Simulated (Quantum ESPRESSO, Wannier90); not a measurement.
Tight-binding from DFT: SrTiO3 (cubic perovskite)

Structure: Materials Project mp-5229, symmetrised, not relaxed again. COD (Crystallography Open Database) records the formula in this space group. Ideal cubic forms of this type are often high-temperature phases that distort on cooling; symmetry holds the cell here, and its stability was not tested. Method: PBEsol plane waves in Quantum ESPRESSO 7.5 (PseudoDojo norm-conserving files, 68 Ry, no spin polarisation, no spin-orbit coupling), Bloch states on a 8×8×8 mesh through Γ, Wannier90 4.0.1. Density: 8×8×8 mesh, cold smearing 0.01 Ry.

```
begin unit_cell_cart
ang
    3.9127000000    0.0000000000    0.0000000000
    0.0000000000    3.9127000000    0.0000000000
    0.0000000000    0.0000000000    3.9127000000
end unit_cell_cart
mp_grid = 8 8 8
```

Neighbour vectors b of the finite-difference formula (Å⁻¹), by shell:

```
shell       b_x       b_y       b_z
-----  --------  --------  --------
1       0.00000   0.00000   0.20073
1       0.00000   0.20073   0.00000
1       0.20073   0.00000   0.00000
1       0.00000   0.00000  -0.20073
1       0.00000  -0.20073   0.00000
1      -0.20073   0.00000   0.00000
```

Find the weights w_b from the completeness condition Σ_b w_b b_α b_β = δ_αβ.

Shell 1: Σ b_x² = 0.081, Σ b_y² = 0.081, Σ b_z² = 0.081 Å⁻²
Each of the three diagonal sums, weighted, has to give 1 and the off-diagonal ones 0, which holds for w_1 = 12.4 Å². Check on xx: 12.41×0.081 = 1.01.

On this mesh the 12 functions of bands 6-8,12-20 (valence bands; start: SCDM (isolated), conv_tol = 1.0e-6) end with spreads 1.1481, 1.1481, 1.1481, 1.2629, 1.2621, 1.2621, 1.2636, 1.2645, 1.2645, 1.2609, 1.2610, 1.2609 Å², Ω_I = 13.5303 Å² and Ω_D = 0.0060 Å².

Ω_total is the sum of the spreads, 14.807 Å². Ω_OD = Ω_total − Ω_I − Ω_D = 1.270 Å². Only (Ω_D + Ω_OD)/Ω_total = 8.6 % depends on the gauge, and another start could lower the total by that share at most. The rms radius is √(Ω_total/12) = 1.11 Å.
